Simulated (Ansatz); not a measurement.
TiSi (CsCl type, Pm-3m) at seven volumes, the program Ansatz at the PBEsol level (PAW), scaled uniformly. One row is withheld.

| V (Å³/atom) | P (GPa) |
|---|---|
| 13.276 | 15.78 |
| 13.713 | 9.71 |
| 14.151 | 4.46 |
| 14.589 | 0.00 |
| 15.026 | -3.73 |
| 15.464 | -6.97 |
| 15.901 | ? |

Problem. Fit the shown pressures and predict the withheld one.

Solution. P = (3/2)B₀(x^(7/2) − x^(5/2))[1 + (3/4)(B′ − 4)(x − 1)] with x = (V₀/V)^(2/3). Least squares on the six rows gives V₀ = 14.592 Å³/atom, B₀ = 136 GPa, B′ = 4.32. At V = 15.901, x = 0.9443 and P = -9.71 GPa. The run itself gave -9.82 GPa.

A made-up cell: these elements were put on the sites of a structure type; neither database checked (COD, Materials Project) lists it. COD files the formula under space group No. 25, so this cell is another polymorph or a model. Whether it is the stable phase at ambient conditions was not checked. Symmetry was held in the PBEsol relaxation. At this level the phase is mechanically unstable. No spin polarisation was allowed.

Potentials: the later of the program's two PAW sets.
